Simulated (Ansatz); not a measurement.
A geometry of Si$_{2}$W away from equilibrium: step 3 of the relaxation of a relaxed Si2W cell displaced along its unstable phonon at q = (½, 0, 0) of its primitive reciprocal cell (58i cm⁻¹), largest move 0.15 Å. All values below come from PBE (plane waves to 420 eV, PAW, scalar-relativistic; Ansatz, a quantum-chemistry and plane-wave program). Γ-centred k-mesh 3×5×12 on the run's cell (coarser than for final values), Fermi–Dirac smearing 0.05 eV.

```xyz
12
Lattice="12.5530 0.0000 0.0144 0.0000 6.2486 0.0000 0.0031 0.0000 2.7361" Properties=species:S:1:pos:R:3:forces:R:3 pbc="T T T" free_energy=-46626.646 pressure_GPa=-0.5
W      0.0003     3.1243     1.0268   -0.0123    0.0000    0.2089
W      6.2714     3.1243     1.0740    0.0532    0.0000    0.0169
W      3.1509     0.0000     1.6794    0.2072    0.0000   -0.0416
W      9.4141     0.0000     1.6948   -0.1889    0.0000   -0.0424
Si     1.3429     4.8926    -0.0365   -0.1865    0.1424   -0.0211
Si     7.9220     4.6334     0.0530   -0.0197    0.0854   -0.0102
Si     4.6702     4.6690     0.0348   -0.0292    0.0637   -0.0215
Si    11.1705     4.8566    -0.0131    0.2058    0.1104   -0.0182
Si     1.3429     1.3560    -0.0365   -0.1865   -0.1424   -0.0211
Si     7.9220     1.6152     0.0530   -0.0197   -0.0854   -0.0102
Si     4.6702     1.5796     0.0348   -0.0292   -0.0637   -0.0215
Si    11.1705     1.3920    -0.0131    0.2058   -0.1104   -0.0182
```

Positions in Å, forces in eV/Å, free energy of the cell in eV (comparable only within this code, potentials and settings). Largest force: 0.24 eV/Å, on Si5, Si8, Si9, Si12 (atoms numbered as listed); the geometry lies 0.01 eV/atom above the end of its relaxation.

No spin polarisation in the result.

The run could not lose the symmetry of its start: the end is stationary, and may be a saddle point rather than a minimum.

The end of the path is a generated cell of Si2W: the first start was made by placing the elements on the sites of a structure type, and the end was not matched to a known phase here, so it may be hypothetical. Known forms of Si2W include space group No. 139.
